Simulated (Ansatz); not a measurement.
Relaxed sheet of SnSe₂:

```yaml
crystal:
  lattice:
    - [3.82468, 0.00000, 0.00000]
    - [-1.91234, 3.31227, 0.00000]
    - [0.00000, 0.00000, 32.37601]
  periodic: [true, true, false]
  atoms:
    - { symbol: Se, position: [0.66667, 0.33333, 0.45056] }
    - { symbol: Sn, position: [0.00000, 0.00000, 0.50000] }
    - { symbol: Se, position: [0.33333, 0.66667, 0.54944] }
```

These are results of Ansatz 0.2.0, DFT PBE+D3(BJ), scalar-relativistic, plane waves, PAW, not measurements. Plane waves to 420 eV, a k mesh through Γ of 12×12×1 on the computed 3-atom cell and Gaussian smearing (0.02 eV); no spin polarisation. No periodic images along c.

Atoms relax at each strain; stress is positive in compression. Unstrained: gap 0.78 eV, thickness 3.201 Å.

Q: How does it respond to biaxial strain of -4, -2, +2, +4, +7 %?

A:
```csv
strain (%),ΔE (meV/cell),σxx (N/m),σyy (N/m),gap,thickness (Å)
-4,109.9,3.83,3.83,0.55 eV,3.298
-2,25.8,1.73,1.73,0.67 eV,3.249
+2,23.9,-1.43,-1.43,0.84 eV,3.152
+4,90.0,-2.58,-2.58,0.90 eV,3.101
+7,253.6,-3.86,-3.86,0.91 eV,3.019
```

Gaps are read on the k points sampled, so a band crossing between them can be missed.